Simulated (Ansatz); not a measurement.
SiGeC₂:
```yaml
crystal:
  lattice:
    - [3.15623, 0.00000, 0.00000]
    - [0.00000, 3.15623, 0.00000]
    - [0.00000, 0.00000, 4.45624]
  atoms:
    - { symbol: Si, position: [0.00000, 0.00000, 0.00000] }
    - { symbol: C, position: [0.50000, 0.00000, 0.23628] }
    - { symbol: Ge, position: [0.50000, 0.50000, 0.50000] }
    - { symbol: C, position: [0.00000, 0.50000, 0.76372] }
```

Relaxed with r²SCAN.

Question: Give the Bader charges and basin volumes of the independent atoms, the program Ansatz at the r²SCAN level (PAW).

Answer: 

```tsv
atom	Bader charge (e)	Bader volume (Å³)
Si1	+2.86	4.4
C2	-2.19	14.8
Ge3	+1.52	10.3
```

Space group P-4m2. The start of the workflow was typed in or built on a structure type; neither database checked (COD, Materials Project) lists it. Its standing as an ambient phase is unchecked. Symmetry was held in the r²SCAN relaxation; whether a distortion lowers the energy is not shown.

Potentials: the earlier of the program's two PAW sets. The files were generated under PBE; for other functionals the program regenerates the frozen cores, and for LDA and PBEsol the local potential too.
